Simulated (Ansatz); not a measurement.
CsBr:
```yaml
crystal:
  lattice:
    - [4.32371, 0.00000, 0.00000]
    - [0.00000, 4.32371, 0.00000]
    - [0.00000, 0.00000, 4.32371]
  atoms:
    - { symbol: Cs, position: [0.00000, 0.00000, 0.00000] }
    - { symbol: Br, position: [0.50000, 0.50000, 0.50000] }
```

Relaxed with r²SCAN.

### Question
Give the Bader charges and basin volumes of the independent atoms, the program Ansatz at the r²SCAN level (PAW).

### Answer


| atom | Bader charge (e) | Bader volume (Å³) |
|---|---|---|
| Cs1 | +0.84 | 38.0 |
| Br2 | -0.84 | 42.9 |

Space group Pm-3m (CsCl type). The r²SCAN relaxation kept the symmetry of its start. Scalar-relativistic: spin–orbit coupling is off unless named, which matters more the heavier the elements.

Potentials: the later of the program's two PAW sets.
